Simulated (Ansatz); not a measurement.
**Question.** Name crystals whose computed values (LDA in the plane-wave PAW code Ansatz) fall in these windows: electron conductivity mass (mₑ) 0.28 to 0.32; ε0 12 to 16.

**Answer.** 

```tsv
crystal	electron conductivity mass (mₑ)	ε0
Be2C, fluorite or antifluorite type	0.30	14.0
MgZnO2, R-3m (Mg on 3a, Zn on 3b, O on 6c)	0.29	15.8
Mg3ZnO4, Pm-3m (Mg on 3c, Zn on 1a, O on 3d, O on 1b)	0.29	12.4
SnO, Pmn2_1 (Sn on 2a, O on 2a)	0.29	15.9
```
Others may fit too.

Not the usual ambient phase: SnO, Pmn2_1 (Sn on 2a, O on 2a). Standing as an ambient phase not checked: MgZnO2, R-3m (Mg on 3a, Zn on 3b, O on 6c); Mg3ZnO4, Pm-3m (Mg on 3c, Zn on 1a, O on 3d, O on 1b). Weakly bound layers, chains or molecules computed without a dispersion correction, so cells and soft constants are ill determined: SnO, Pmn2_1 (Sn on 2a, O on 2a). Perhaps ordered models of mixed-site phases: MgZnO2, R-3m (Mg on 3a, Zn on 3b, O on 6c); Mg3ZnO4, Pm-3m (Mg on 3c, Zn on 1a, O on 3d, O on 1b). All cells were relaxed under the symmetry of their starts (and spin orders); stability against distortions was not tested throughout. Spin–orbit coupling is left out wherever it is not named.

Potentials: the later of the program's two PAW sets.
